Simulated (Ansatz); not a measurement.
Pb₂Au in space group I4/mcm (No. 140; Pb on 8h, Au on 4a), DFT-LDA in the program Ansatz with PAW potentials, all energies at zero smearing, with the estimated change up to a 700 eV cutoff added, with one set of potentials and settings (totals compare only within such a set). Cell of 6 atoms (4 Pb, 2 Au): -72139.796 eV.

```json
[
 {"element": "Pb", "reference phase": "Fm-3m, 1 atoms in the cell", "E (eV/atom)": "-11602.3592"},
 {"element": "Au", "reference phase": "Fm-3m, 1 atoms in the cell", "E (eV/atom)": "-12864.9550"}
]
```

Formation energy per atom, worked out: (-72139.796 − 4×(-11602.3592) − 2×(-12864.9550))/6 = -0.075 eV/atom (-7 kJ per mol of atoms), at 0 K, without zero-point energy or fitted corrections.

The workflow started from a Materials Project entry (that database holds measured and hypothetical structures alike); the Crystallography Open Database files this formula in space group No. 140, but the cells were not matched. Its standing as an ambient phase is unchecked. Symmetry was held in the LDA relaxation; its stability against distortions is not shown here. The references are the lowest solids computed at this level, not always the standard phases. Scalar-relativistic: spin–orbit coupling is off unless named, which matters more the heavier the elements.

Potentials: the later of the program's two PAW sets.
